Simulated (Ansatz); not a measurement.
## Structures of KGa$_{2}$: which is lowest?

Plane-wave DFT in Ansatz with scalar-relativistic PAW potentials, cutoff 420 eV, Γ-centred meshes chosen by cell and gap, Gaussian smearing with energies taken to zero width. Every cell was relaxed (cell and atoms) in a run of its own, within the symmetry of its start. Functional: PBE.

Relaxed structures (starts from databases or built by putting these elements on another compound's sites):
A. P6/mmm, 3 atoms in the computed cell, a = 4.403 Å, c = 5.473 Å; sites (symmetry × multiplicity) K 6/mmm × 1, Ga -6m2 × 2; start: built
B. Immm, 3 atoms in the computed cell, a = 3.156 Å, b = 4.149 Å, c = 12.342 Å; sites (symmetry × multiplicity) K mmm × 2, Ga mm2 × 4; start: built

**Question.** Rank them by energy. Could pressure change the order?

**Answer.**
```tsv
structure	group	E − E(lowest) (meV/atom)	V (Å³/atom)	gap on mesh (eV)
A	P6/mmm	0.0	30.64	0.00
B	Immm	91	26.93	0.00
```

A is lowest, 91 meV/atom under B. B is denser by 3.70 Å³/atom, so pressure favours it: ΔE/ΔV, with ΔE in eV and 1 eV/Å³ = 160.2 GPa, gives about 4.0 GPa for equal enthalpy if both cells were rigid, a rough figure since the two compress differently. Other structures may lie lower than all of these, and vibrations aren't counted.